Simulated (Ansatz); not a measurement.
**GaP with Zn replacing Ga: gradients before and after relaxing the atoms**

Start: a supercell of GaP (zinc blende type, F-43m) built from a structure deposited in the COD, with all atoms left at the host's positions.

Space group F-43m (No. 216); a = 16.3515 Å.

```
site  Wyckoff  site symmetry       x       y       z
  Zn       4a           -43m  0.0000  0.0000  0.0000
 Ga2      48h            ..m  0.1667  0.0000  0.1667
 Ga5      16e            .3m  0.3333  0.8333  0.1667
 Ga9      16e            .3m  0.6667  0.6667  0.3333
Ga15      24f           2.mm  0.5000  0.6667  0.5000
 P28      16e            .3m  0.0833  0.9167  0.0833
 P29      24g           2.mm  0.2500  0.9167  0.2500
 P33      48h            ..m  0.5833  0.7500  0.4167
 P41      16e            .3m  0.4167  0.5833  0.4167
 P54       4c           -43m  0.7500  0.2500  0.7500
```

One atom of each set is listed; the run and its k-mesh use a cell of 54 atoms with edges of 11.56, 11.56, 11.56 Å.

Computed with Ansatz: DFT, PBE, plane waves and PAW, scalar-relativistic, 420 eV cutoff, Γ-centred 2×2×2 k-points, Fermi–Dirac smearing 0.01 eV, cell charge -1.

The largest force at the start is 0.38 eV/Å. Relaxing the ions at fixed cell moves them by 0.032 Å at most (atom 7, Ga) and 0.017 Å rms.

| site | moved (Å) | first shell before | first shell after | V_zz before (10²¹ V/m²) | η before |
| --- | --- | --- | --- | --- | --- |
| Zn | 0.000 | 4 P at 2.36 Å | 4 P at 2.34 Å | 0.00 | – |
| Ga2 | 0.032 | 4 P at 2.36 Å | 4 P at 2.34–2.37 Å | -1.31 | 0.39 |
| Ga5 | 0.008 | 4 P at 2.36 Å | 4 P at 2.36–2.37 Å | 0.34 | 0.00 |
| Ga9 | 0.006 | 4 P at 2.36 Å | 4 P at 2.36–2.37 Å | 0.28 | 0.00 |
| Ga15 | 0.008 | 4 P at 2.36 Å | 4 P at 2.36–2.37 Å | -0.17 | 0.88 |
| P28 | 0.021 | 1 Zn at 2.36 Å, 3 Ga at 2.36 Å | 3 Ga at 2.34 Å, 1 Zn at 2.34 Å | -3.95 | 0.00 |
| P29 | 0.006 | 4 Ga at 2.36 Å | 4 Ga at 2.36 Å | -0.80 | 0.45 |
| P33 | 0.009 | 4 Ga at 2.36 Å | 4 Ga at 2.36–2.37 Å | 0.38 | 0.38 |
| P41 | 0.001 | 4 Ga at 2.36 Å | 4 Ga at 2.37 Å | -0.062 | 0.00 |

Problem. How do the gradients change?

Solution. 

| site | V_zz after | η after | change of V_zz |
| --- | --- | --- | --- |
| Zn | 0.00 | – | 0.00 |
| Ga2 | -1.96 | 0.37 | -0.65 |
| Ga5 | 0.41 | 0.00 | +0.07 |
| Ga9 | 0.28 | 0.00 | 0.00 |
| Ga15 | 0.34 | 0.90 | – |
| P28 | -3.63 | 0.00 | +0.32 |
| P29 | -0.50 | 0.69 | +0.30 |
| P33 | 0.25 | 0.86 | -0.13 |
| P41 | -0.029 | 0.00 | +0.03 |

The largest change of V_zz along a kept axis is on Ga2, from -1.31 to -1.96. In per cent, |V_zz| changes by +49 on Ga, -37 to -8 on P (all sites that start above 0.5). Where |V_zz| stays above 0.1 and the axes keep their order, η moves most on P33, from 0.38 to 0.86. On Ga15 the largest principal value lies along another axis in the second run, so the two V_zz can't be compared directly. Other sites without a gradient aren't listed.

The defect repeats with the cell of 54 atoms, so it feels its images: sites between two images don't show the values beside a lone defect, and zeros or small values of η there can come from the images' arrangement. A uniform background compensates the cell's charge.
Before: The neighbours have not yet relaxed around the defect (largest force 0.38 eV/Å), so a real crystal will differ.
After: The relaxation keeps the site symmetry -43m of the start, so the impurity can't leave its site; a start off the site could end lower.
